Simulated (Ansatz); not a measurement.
Ga2PN:
```
CELL_PARAMETERS angstrom
      3.50306     0.00000     0.00000
     -1.75153     3.03374     0.00000
      0.00000     0.00000     5.84365
ATOMIC_POSITIONS crystal
  Ga 0.00000 0.00000 0.46642
  Ga 0.66667 0.33333 0.03970
  P  0.00000 0.00000 0.86963
  N  0.66667 0.33333 0.37425
```

Relaxed with PBEsol.

Task: Decompose the optical modes at the zone centre into irreducible representations, and say which are infrared and Raman allowed.

Result: Point group 3m: Γ_opt = 3A1 + 3E. Infrared: A1, E. Raman: A1, E.

Task: Assign frequencies (DFPT, PBEsol in the plane-wave PAW code Ansatz).

Result: E 90, A1 251, E 369, E 381, A1 397, A1 563 cm⁻¹.

Space group P3m1. The start of the workflow was typed in or built on a structure type; neither database checked (COD, Materials Project) lists it. Whether it is the stable phase at ambient conditions was not checked. The cell was relaxed with PBEsol under the symmetry of its start; whether a distortion lowers the energy is not shown. As this level gives no gap, phonon frequencies hold no LO–TO term and depend on the k-mesh and smearing (Fermi–Dirac, 0.1 eV here).

Potentials: the earlier of the program's two PAW sets. The files were generated under PBE; for other functionals the program regenerates the frozen cores, and for LDA and PBEsol the local potential too.
